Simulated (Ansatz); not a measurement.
# Co — contact hyperfine fields

Cell: a COD entry.

```cif
data_structure
_symmetry_space_group_name_H-M 'P 1'
_symmetry_Int_Tables_number 1
_cell_length_a 2.5074
_cell_length_b 2.5074
_cell_length_c 4.0699
_cell_angle_alpha 90.000
_cell_angle_beta 90.000
_cell_angle_gamma 120.000
_cell_volume 22.16
loop_
_atom_site_label
_atom_site_type_symbol
_atom_site_fract_x
_atom_site_fract_y
_atom_site_fract_z
_atom_site_occupancy
Co1 Co 0.33333 0.66667 0.25000 1
Co2 Co 0.66667 0.33333 0.75000 1
```

Sites (sets of like atoms) are named by element and the number of their first atom in this list.

Computed with Ansatz: DFT, PBE, plane waves and PAW, scalar-relativistic, collinear spin, 420 eV cutoff, Γ-centred 14×14×8 k-points, Fermi–Dirac smearing 0.05 eV. Start moments as typed (μB): 2 on each Co.

B_c = (2μ₀/3)μB(ρ↑ − ρ↓), with the spin density averaged over the Thomson radius around the nucleus, 7.77 T per e/Å³, positive along the up direction of the run. The valence column is what the valence and semicore waves of the PAW files give as listed; the rest comes from solving these waves and the inner shells again in each spin's potential.

Task: Give the site moments and the Fermi-contact fields.

Result: The cell's net moment is 3.24 μB; the site moments, counted in spheres around the atoms, add up to 3.40 μB, and the difference lies between the spheres. One atom of each set is listed.

```
site  atom  m (μB)  B_c (T)  valence column (T)  rest (T)
  Co     1    1.70    -26.3                 8.3     -34.6
```

On Co the field amounts to -15.5 T per μB of the site's moment: core polarisation sets it against the moment.

At this cell the PBE pressure is -4 GPa, with principal stresses up to 5 GPa in size, so it isn't the equilibrium cell of PBE. The run finds no gap above 0.1 eV, so moments and fields hang on the k-mesh and the smearing. Semilocal functionals underestimate the core's part of the field; in a metal the conduction electrons' part and a positive orbital field can offset that, so a measured field can be larger or smaller. Orbital and dipolar fields are left out.
